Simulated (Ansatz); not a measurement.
GaMo$_{3}$N:
```cif
data_GaMo3N
_chemical_formula_sum 'Ga1 Mo3 N1'
_space_group_name_H-M_alt 'Pm-3m'
_space_group_IT_number 221
_space_group_name_Hall '-P 4 2 3'
_cell_length_a 4.08531
_cell_length_b 4.08531
_cell_length_c 4.08531
_cell_angle_alpha 90.000
_cell_angle_beta 90.000
_cell_angle_gamma 90.000
loop_
_atom_site_label
_atom_site_type_symbol
_atom_site_symmetry_multiplicity
_atom_site_Wyckoff_symbol
_atom_site_fract_x
_atom_site_fract_y
_atom_site_fract_z
_atom_site_occupancy
Ga1 Ga 1 a 0.00000 0.00000 0.00000 1
Mo1 Mo 3 c 0.00000 0.50000 0.50000 1
N1 N 1 b 0.50000 0.50000 0.50000 1
```

Relaxed with r²SCAN.

**Question.** Tabulate the valence density and the electron localisation function along the shortest Ga–Mo contact (2.89 Å), r²SCAN in the plane-wave PAW code Ansatz.

**Answer.** 

| distance from Ga (Å) | density (e/Å³) | ELF |
|---|---|---|
| 0.29 | 21.00 | 0.03 |
| 0.43 | 7.56 | 0.04 |
| 0.58 | 2.37 | 0.11 |
| 0.72 | 0.92 | 0.20 |
| 0.87 | 0.51 | 0.25 |
| 1.01 | 0.35 | 0.28 |
| 1.16 | 0.28 | 0.35 |
| 1.30 | 0.24 | 0.38 |
| 1.44 | 0.24 | 0.29 |
| 1.59 | 0.25 | 0.18 |
| 1.73 | 0.33 | 0.13 |
| 1.88 | 0.53 | 0.18 |
| 2.02 | 1.08 | 0.35 |
| 2.17 | 2.21 | 0.56 |
| 2.31 | 3.90 | 0.68 |
| 2.46 | 5.62 | 0.68 |
| 2.60 | 6.68 | 0.56 |

The density is the valence pseudo-density with augmentation charge, so density and ELF within about 1 Å of a nucleus are not all-electron values.

The start of the workflow was typed in or built on a structure type; neither database checked (COD, Materials Project) lists it. Whether it is the stable phase at ambient conditions was not checked. The r²SCAN relaxation kept the symmetry of its start; whether a distortion lowers the energy is not shown. The workflow began spin-polarised and lost its moments.

Potentials: the earlier of the program's two PAW sets.
